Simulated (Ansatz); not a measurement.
**Calculated field gradients at the nuclei for LiH4BrO2**

The cell is an entry of the Crystallography Open Database (COD), its atoms then relaxed with PBE in this cell.

Space group P-1 (No. 2); a = 5.3001, b = 6.3970, c = 6.4060 Å, α = 63.69°, β = 82.04°, γ = 65.57°.

```csv
site,Wyckoff,site symmetry,x,y,z
Li,2i,1,0.3064,0.3853,0.4803
H3,2i,1,0.0312,0.8618,0.2779
H5,2i,1,0.7965,0.3466,0.2816
H7,2i,1,0.5849,0.6153,0.1314
H9,2i,1,0.9265,0.7656,0.1343
Br,2i,1,0.2493,0.1236,0.2285
O13,2i,1,0.9843,0.7213,0.2939
O15,2i,1,0.6168,0.4780,0.2900
```

One atom of each set is listed.

Computed with Ansatz: DFT, r2SCAN, plane waves and PAW, scalar-relativistic, 500 eV cutoff, Γ-centred 5×4×4 k-points, Fermi–Dirac smearing 0.02 eV.

V_zz is the principal component of the electric field gradient with the largest magnitude, η = (V_xx − V_yy)/V_zz and C_Q = eQV_zz/h.

⁷Li: I = 3/2, Q = -40.10 mb; ²H: I = 1, Q = 2.858 mb; ⁷⁹Br: I = 3/2, Q = 308.7 mb; 17O: I = 5/2, Q = -25.58 mb. Nuclear quadrupole moments: year-2017 set (Pyykkö).

Question: Which values are expected at the nuclei?

Answer: 

```
site  atoms                                                        first shell  V_zz (10²¹ V/m²)     η  C_Q (MHz)
  Li      2  4 O at 2.04–2.17 Å, 2 Br at 2.91–3.02 Å; also 2 Li at 2.99–3.06 Å             -0.13  0.44      0.130
  H3      2                                 1 O at 0.99 Å; also 1 Br at 2.30 Å              3.37  0.13      0.233
  H5      2                                 1 O at 0.99 Å; also 1 Br at 2.30 Å              3.31  0.13      0.229
  H7      2                                                      1 O at 0.98 Å              3.61  0.11      0.250
  H9      2                                 1 O at 0.99 Å; also 1 Br at 2.32 Å              3.36  0.14      0.232
  Br      2                       4 H at 2.30–2.47 Å; also 2 Li at 2.91–3.02 Å              3.49  0.72       26.0
 O13      2                                 2 H at 0.99 Å, 2 Li at 2.05–2.08 Å            -14.18  0.76       8.77
 O15      2                            2 H at 0.98–0.99 Å, 2 Li at 2.04–2.17 Å            -14.36  0.76       8.88
```

At H3, H5, H7 and H9 V_zz points along its bond to O (within 2°) in each case.

The largest force is 0.5 eV/Å, so the atoms aren't at the calculated equilibrium and relaxing them would move these values. With these PAW files V_zz is typically within 2 to 3 % of all-electron values, but misses above 10 % occur on Li. The lattice is static: at room temperature water may turn and average the couplings of its hydrogen. The entry's hydrogen positions were far off; the other atoms hardly move on relaxation.

Hardware: 1 thread of Intel Xeon 6975P-C (Granite Rapids) (x86_64; 16 cores open to the job, memory cap 2.5 GiB, no GPU), a shared host with a load of 0.5 a core. Wall time 23 s, CPU time 23 s, peak memory 1 GiB.
